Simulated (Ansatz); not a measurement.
Relaxed LiH (rock salt):

```xyz
4
Lattice="0.0000 4.0071 4.0071 2.0036 2.0036 4.0071 2.0036 2.0036 0.0000" Properties=species:S:1:pos:R:3 pbc="T T T"
H      0.0000     0.0000     0.0000
H      2.0036     4.0071     6.0107
Li     2.0036     6.0107     6.0107
Li     2.0036     4.0071     4.0071
```

A phonon eigenvector at X = (0.5, 0.5, 0.0) is frozen into this cell: atom i moves by Q times the vector below, so Q is the largest atomic displacement, in Å. The cell is held. (q is in reciprocal vectors of the primitive cell; the cell shown is doubled to hold the pattern.)

```csv
atom,x,y,z
H1,0.000,0.000,-0.169
H2,0.000,0.000,0.169
Li3,0.000,0.000,1.000
Li4,0.000,0.000,-1.000
```

Level of theory: PBE (plane waves to 420 eV, PAW, scalar-relativistic; Ansatz, a first-principles code). k mesh 14×14×14 (Γ-centred), Fermi-Dirac smearing 0.05 eV. E stands for the smeared free energy. LiH was relaxed with its symmetry unable to fall. The zero of ΔE is the undisplaced structure.

```json
[
 {"Q (Å)": "-0.100", "ΔE (eV/cell)": "0.0447"},
 {"Q (Å)": "-0.067", "ΔE (eV/cell)": "0.0196"},
 {"Q (Å)": "-0.033", "ΔE (eV/cell)": "0.0049"},
 {"Q (Å)": "0.000", "ΔE (eV/cell)": "0.0000"},
 {"Q (Å)": "0.033", "ΔE (eV/cell)": "0.0049"},
 {"Q (Å)": "0.067", "ΔE (eV/cell)": "0.0196"},
 {"Q (Å)": "0.100", "ΔE (eV/cell)": "0.0447"}
]
```

### Question
Which DFPT wavenumber at X = (0.5, 0.5, 0.0) belongs to this mode?
A. 822 cm⁻¹
B. 1033 cm⁻¹
C. 414 cm⁻¹
D. 314 cm⁻¹

### Answer
C, 414 cm⁻¹. The curvature of the scan gives 414 cm⁻¹

(For displaced atoms, the force is minus the slope of the energy, and its curvature is a force constant, which sets phonon frequencies.)
